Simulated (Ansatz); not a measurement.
NiGe:
```
CELL_PARAMETERS angstrom
      5.27472     0.00000     0.00000
      0.00000     3.46830     0.00000
      0.00000     0.00000     5.81462
ATOMIC_POSITIONS crystal
  Ni 0.50511 0.25000 0.69372
  Ni 0.00511 0.25000 0.80628
  Ni 0.49489 0.75000 0.30628
  Ni 0.99489 0.75000 0.19372
  Ge 0.69103 0.25000 0.08671
  Ge 0.19103 0.25000 0.41329
  Ge 0.30897 0.75000 0.91329
  Ge 0.80897 0.75000 0.58671
```

Relaxed with r²SCAN. Special points in fractions of this cell's reciprocal vectors: Γ (0.000, 0.000, 0.000); X (0.500, 0.000, 0.000); S (0.500, 0.500, 0.000); Y (0.000, 0.500, 0.000); Z (0.000, 0.000, 0.500); U (0.500, 0.000, 0.500); R (0.500, 0.500, 0.500); T (0.000, 0.500, 0.500).

Question: List the band energies nearest the Fermi level at these points for the program Ansatz at the r²SCAN level (PAW).

Answer: In eV from the Fermi level; about four levels below and three above (degenerate sets whole), none deeper than 8.9 eV; points with the same levels are listed once.

| k | below | above |
|---|---|---|
| Γ | -1.80 -1.20 -1.15 -0.84 | 0.81 0.95 3.90 |
| X | -1.82 -1.82 -1.72 -1.72 | 0.95 0.95 1.44 1.44 |
| S | -1.47 -1.47 -1.47 -1.47 | 0.26 0.26 0.26 0.26 |
| Y | -1.35 -1.35 -0.55 -0.55 | 2.13 2.13 2.36 2.36 |
| Z | -1.35 -1.35 -0.25 -0.25 | 0.98 0.98 2.83 2.83 |
| U | -1.99 -1.99 -0.96 -0.96 | 0.81 0.81 2.59 2.59 2.60 2.60 |
| R | -1.71 -1.71 -1.71 -1.71 | 2.47 2.47 2.47 2.47 |
| T | -1.81 -1.81 -1.63 -1.63 | 0.36 0.36 0.82 0.82 |

Space group Pnma. The r²SCAN relaxation kept the symmetry of its start. The workflow began spin-polarised and lost its moments. Spin–orbit coupling is left out wherever it is not named.

Potentials: the later of the program's two PAW sets.
